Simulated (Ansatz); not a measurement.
# Wurtzite alloy of AlN and SiC (9 of 48 Al sites, 9 of 48 N sites exchanged), 96 atoms

Ansatz, PAW, plane waves. PBEsol relaxation of cell lengths and atoms (angles held) at the single k point (¼, ¼, ¼) without its symmetry partners; single points on the relaxed atoms at the single k point (¼, ¼, ¼) without its symmetry partners, onto which points of the small cell's zone fold. Arrangement: quasirandom. No spin–orbit coupling unless named.

Relaxed structure:

```xyz
96
Lattice="9.3478 0.0000 0.0000 0.0000 10.7742 0.0000 0.0000 0.0000 9.9855" Properties=species:S:1:pos:R:3 pbc="T T T"
Al    1.5398    0.9208    2.4468
Al    1.5896    0.9014    7.5024
Al    0.0286    3.5911    7.4122
Al    4.7169    0.8947    2.4902
Al    4.6116    0.9475    7.4980
Al    3.0975    3.5761    7.4420
Al    1.5324    6.2741    2.4713
Al    1.5620    6.2115    7.4607
Al    9.3203    8.9620    2.5300
Al    0.0208    8.9634    7.4141
Al    7.7728    0.8907    2.4993
Al    7.8015    0.9342    7.4925
Al    6.2517    3.5711    2.4366
Al    6.1853    3.6224    7.5020
Al    4.6810    6.2844    2.4817
Al    4.6759    6.3119    7.4922
Al    3.1300    8.9794    2.4953
Al    7.8160    6.2547    2.5036
Al    6.2612    8.9733    2.5204
Al    6.2383    9.0269    7.4950
Al    0.0057    1.7522    4.9835
Al    0.0203    1.8135    9.9764
Al    3.1192    1.7984    4.9383
Al    1.5492    4.4689    4.9098
Al    9.3191    7.1382    4.9928
Al    0.0300    7.1797    9.9813
Al    6.2147    1.8203    5.0330
Al    6.2341    1.8242    9.9136
Al    4.6962    4.4997    4.9754
Al    4.6309    4.4852    9.9178
Al    3.1229    7.1981    4.9787
Al    1.5801    9.8773    4.9722
Al    7.7490    4.4678    5.0206
Al    7.8281    4.5041    9.8704
Al    6.2607    7.1710    5.0102
Al    6.2384    7.2430    0.0099
Al    4.6573    9.9108    5.0071
Al    4.6770    9.8903    0.0165
Al    7.8150    9.9218    0.0082
Si    9.3326    3.5717    2.5220
Si    3.1155    3.5963    2.4556
Si    3.0842    8.9610    7.4896
Si    7.7913    6.2833    7.5016
Si    3.1073    1.7850    0.0263
Si    1.5784    4.4197    0.0039
Si    3.0911    7.1145    0.0147
Si    1.5368    9.8587    0.0098
Si    7.8041    9.8820    5.0163
N     9.3101    1.8545    1.9078
N     0.0467    1.7343    6.8936
N     3.1573    1.8501    1.8763
N     3.0710    1.7585    6.8088
N     1.5679    4.4742    6.7946
N     9.3304    7.1926    1.8834
N     9.2791    7.1429    6.9525
N     6.2402    1.7716    1.8596
N     4.5968    4.4640    1.9041
N     3.1286    7.2090    1.8006
N     3.1007    7.3229    6.9102
N     1.5696    9.8381    1.7956
N     1.6651    9.8124    6.9329
N     7.8759    4.4548    1.8353
N     6.2503    7.1715    1.8977
N     6.3226    7.2223    6.9549
N     4.6807    9.8537    1.8984
N     4.5457    9.7990    6.9778
N     7.7906    9.8731    1.8812
N     7.8012    9.8729    6.8357
N     1.5894    0.8661    4.3306
N     0.0863    3.6179    9.3800
N     4.6680    0.8835    4.3595
N     4.5760    0.9121    9.4693
N     3.1514    3.5771    4.2237
N     1.5865    6.3174    4.3866
N     0.0818    9.0264    9.3845
N     7.7578    0.7772    4.4127
N     7.8184    0.9078    9.4109
N     6.2083    3.5823    4.3021
N     6.2315    3.6413    9.4849
N     4.6811    6.3536    4.3576
N     4.6185    6.4153    9.4550
N     3.1450    8.9848    4.3694
N     3.0394    8.8923    9.3667
N     7.7588    6.2805    4.3712
N     7.7766    6.3746    9.3218
N     6.2811    9.0426    4.4798
N     6.2407    9.0376    9.3861
C     1.5454    4.3807    1.8765
C     6.2088    1.7588    6.9526
C     4.6157    4.5568    6.8832
C     7.7947    4.5955    6.9855
C     1.6495    0.8001    9.4858
C     9.3049    3.5504    4.3126
C     3.0403    3.4838    9.4236
C     1.6368    6.2092    9.4276
C     9.2822    9.0115    4.4760
```

Problem. What are the mean bond lengths by pair (pairs within 1.2 times the sum of covalent radii, less contacts 15 % beyond the pair's median; cation–cation pairs of compounds aside; long ionic contacts are cut short by that bound)?

Solution. Al–C 1.936 ± 0.035 Å (standard deviation, 24 bonds); Al–N 1.913 ± 0.036 Å (standard deviation, 132 bonds); C–Si 1.824 ± 0.036 Å (standard deviation, 12 bonds); N–Si 1.809 ± 0.041 Å (standard deviation, 24 bonds).

Problem. What gap lies between the top filled and the lowest empty level in the single points?

Solution. r²SCAN 3.78 eV (9.2 s on NVIDIA H100). Away from Γ this isn't the crystal's band gap.
